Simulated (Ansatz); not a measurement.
MgH₂ (rutile, P4_2/mnm) under volume change, LDA in the plane-wave PAW code Ansatz, shape and atoms relaxed at each volume.

```json
[
 {"V (Å³/atom)": "8.846", "E − E(relaxed) (meV/atom)": "14.9", "P (GPa)": "5.87"},
 {"V (Å³/atom)": "9.138", "E − E(relaxed) (meV/atom)": "6.3", "P (GPa)": "3.63"},
 {"V (Å³/atom)": "9.429", "E − E(relaxed) (meV/atom)": "___", "P (GPa)": "___"},
 {"V (Å³/atom)": "9.721", "E − E(relaxed) (meV/atom)": "0.0", "P (GPa)": "-0.01"},
 {"V (Å³/atom)": "10.012", "E − E(relaxed) (meV/atom)": "___", "P (GPa)": "___"},
 {"V (Å³/atom)": "10.304", "E − E(relaxed) (meV/atom)": "5.4", "P (GPa)": "-2.80"},
 {"V (Å³/atom)": "10.596", "E − E(relaxed) (meV/atom)": "11.5", "P (GPa)": "-3.94"}
]
```

**Question.** Complete the blanks.

**Answer.** 
- 10.012, E − E(relaxed) (meV/atom): 1.4
- 10.012, P (GPa): -1.51
- 9.429, E − E(relaxed) (meV/atom): 1.5
- 9.429, P (GPa): 1.68

**Question.** What does a third-order Birch–Murnaghan fit give for V₀, B₀ and B′?

**Answer.** V₀ = 9.72 Å³/atom, B₀ = 53.0 GPa, B′ = 3.5.

Symmetry was held in the LDA relaxation; phonons on a q-mesh show no instability.

Potentials: the later of the program's two PAW sets.
